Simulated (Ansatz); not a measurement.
Rb₃LiPb₄:
```
Rb3LiPb4
1.0
    3.63851    -8.20419     0.00000
    3.63851     8.20419     0.00000
    0.00000     0.00000    10.64471
Rb Li Pb
6 2 8
Cartesian
  3.63851   4.56382   2.66118
  3.63851  -4.56382   7.98353
  3.63851  -1.85522   0.44668
  3.63851   1.85522  10.19803
  3.63851   1.85522   5.76903
  3.63851  -1.85522   4.87568
  0.00000   0.00000   0.00000
  0.00000   0.00000   5.32235
  1.57912   0.54960   2.66118
  5.69790  -0.54960   7.98353
  1.57912  -0.54960   7.98353
  5.69790   0.54960   2.66118
  3.63851  -5.45792   1.13642
  3.63851   5.45792   9.50829
  3.63851   5.45792   6.45878
  3.63851  -5.45792   4.18593
```

Relaxed with r²SCAN. Special points in fractions of this cell's reciprocal vectors: Γ (0.000, 0.000, 0.000); Y (-0.500, 0.500, 0.000); C0 (-0.299, 0.701, 0.000); Σ0 (0.299, 0.299, 0.000); Z (0.000, 0.000, 0.500); A0 (0.299, 0.299, 0.500); E0 (-0.299, 0.701, 0.500); T (-0.500, 0.500, 0.500); S (0.000, 0.500, 0.000); R (0.000, 0.500, 0.500).

Problem. List the band energies nearest the valence-band maximum at these points for r²SCAN (plane waves, PAW; program Ansatz).

Solution. In eV from the valence-band maximum; about four levels below and three above (degenerate sets whole), none deeper than 8.9 eV; points with the same levels are listed once.

```csv
k,below,above
Γ,-1.04 -0.98 -0.65 -0.49,0.89 0.92 1.71
Y,-1.15 -1.06 -0.62 -0.15,0.67 0.78 1.04
C0,-1.16 -0.53 -0.42 -0.28,0.89 1.11 1.24 1.24
Z,-1.19 -1.19 -0.67 -0.67,1.20 1.20 1.34 1.34
A0,-0.96 -0.96 -0.54 -0.54,1.21 1.21 1.31 1.31
T,-0.94 -0.94 -0.71 -0.71,0.69 0.69 1.31 1.31
S,-1.09 -0.51 -0.29 0.00,0.85 0.93 1.10
R,-0.95 -0.95 -0.32 -0.32,1.08 1.08 1.22 1.22
```

Space group Cmcm. The workflow started from a Materials Project entry (that database holds measured and hypothetical structures alike); the Crystallography Open Database copy checked does not list it. Whether it is the stable phase at ambient conditions was not checked. The cell was relaxed with r²SCAN under the symmetry of its start; its stability against distortions is not shown here. Scalar-relativistic: spin–orbit coupling is off unless named, which matters more the heavier the elements.

Potentials: the later of the program's two PAW sets.
